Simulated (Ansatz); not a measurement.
The start is a generated cell, Al built in the fcc structure type. The structure is fully relaxed (lattice and positions, P = 0) with PBE (plane waves to 420 eV, PAW, scalar-relativistic; Ansatz, an electronic-structure program). The first steps use a coarse 14×14×14 k-mesh.

The start:
```yaml
crystal:
  lattice:
    - [0.00000, 2.02500, 2.02500]
    - [2.02500, 0.00000, 2.02500]
    - [2.02500, 2.02500, 0.00000]
  atoms:
    - { symbol: Al, position: [0.00000, 0.00000, 0.00000] }
```

### Question
By how much does the energy per atom fall from start to end?

### Answer
Under 0.01 eV/atom.

### Question
How do the shortest distances between atoms change?

### Answer
The closest pairs of elements (up to four, under 3.6 Å), start → end: Al–Al 2.86 → 2.86 Å.

### Question
Give the final cell and atomic positions.

### Answer

```cif
data_Al4
_chemical_formula_sum 'Al4'
_space_group_name_H-M_alt 'Fm-3m'
_space_group_IT_number 225
_space_group_name_Hall '-F 4 2 3'
_cell_length_a 4.04031
_cell_length_b 4.04031
_cell_length_c 4.04031
_cell_angle_alpha 90.000
_cell_angle_beta 90.000
_cell_angle_gamma 90.000
loop_
_atom_site_label
_atom_site_type_symbol
_atom_site_symmetry_multiplicity
_atom_site_Wyckoff_symbol
_atom_site_fract_x
_atom_site_fract_y
_atom_site_fract_z
_atom_site_occupancy
Al1 Al 4 a 0.00000 0.00000 0.00000 1
```
(The calculation used a cell of 1 atom; values per cell refer to that cell.)

The space group stays Fm-3m (No. 225) (the run could not lower it); the end is fcc (Cu type), with 1 atom in the primitive cell. Final values are on a 20×20×20 k-mesh of the relaxed cell. No spin polarisation in the result.

The run could not lose the symmetry of its start.
